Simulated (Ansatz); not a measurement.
Rb3InS3:
```yaml
crystal:
  lattice:
    - [4.50250, 6.84112, 0.00000]
    - [-4.50250, 6.84112, 0.00000]
    - [-1.57183, 0.00000, 7.77151]
  atoms:
    - { symbol: Rb, position: [0.74532, 0.74532, 0.00000] }
    - { symbol: Rb, position: [0.25468, 0.25468, 0.00000] }
    - { symbol: Rb, position: [0.67875, 0.67875, 0.50000] }
    - { symbol: Rb, position: [0.32125, 0.32125, 0.50000] }
    - { symbol: Rb, position: [0.11231, 0.88769, 0.35502] }
    - { symbol: Rb, position: [0.88769, 0.11231, 0.64498] }
    - { symbol: In, position: [0.67576, 0.32424, 0.14805] }
    - { symbol: In, position: [0.32424, 0.67576, 0.85195] }
    - { symbol: S, position: [0.34605, 0.94812, 0.72461] }
    - { symbol: S, position: [0.65395, 0.05188, 0.27539] }
    - { symbol: S, position: [0.94812, 0.34605, 0.27539] }
    - { symbol: S, position: [0.05188, 0.65395, 0.72461] }
    - { symbol: S, position: [0.60052, 0.39948, 0.82240] }
    - { symbol: S, position: [0.39948, 0.60052, 0.17760] }
```

Relaxed with r²SCAN. Special points in fractions of this cell's reciprocal vectors: Γ (0.000, 0.000, 0.000); Y (0.500, 0.500, 0.000); M (0.500, 0.500, 0.500); A (0.000, 0.000, 0.500); L2 (0.000, 0.500, 0.500); V2 (0.000, 0.500, 0.000).

Task: List the band energies nearest the valence-band maximum at these points for DFT-r²SCAN in the program Ansatz with PAW potentials.

Result: In eV from the valence-band maximum; about four levels below and three above (degenerate sets whole), none deeper than 8.9 eV; points with the same levels are listed once.

```csv
k,below,above
Γ,-0.22 -0.16 -0.09 -0.04,2.80 4.10 4.89
Y,-0.23 -0.10 -0.09 0.00,3.82 4.27 4.37
M,-0.21 -0.21 -0.10 -0.09,3.68 3.90 4.74
A,-0.21 -0.20 -0.14 -0.11,3.81 3.85 4.59
L2,-0.21 -0.12 -0.10 -0.07,3.94 4.02 4.04
V2,-0.29 -0.22 -0.14 -0.14,3.82 3.98 4.03
```

Space group C2/m. The first step of the workflow began from a Materials Project structure, measured or hypothetical; the Crystallography Open Database copy checked does not list it. Whether it is the stable phase at ambient conditions was not checked. The cell was relaxed with r²SCAN under the symmetry of its start; its stability against distortions is not shown here. Spin–orbit coupling is left out wherever it is not named.

Potentials: the later of the program's two PAW sets.
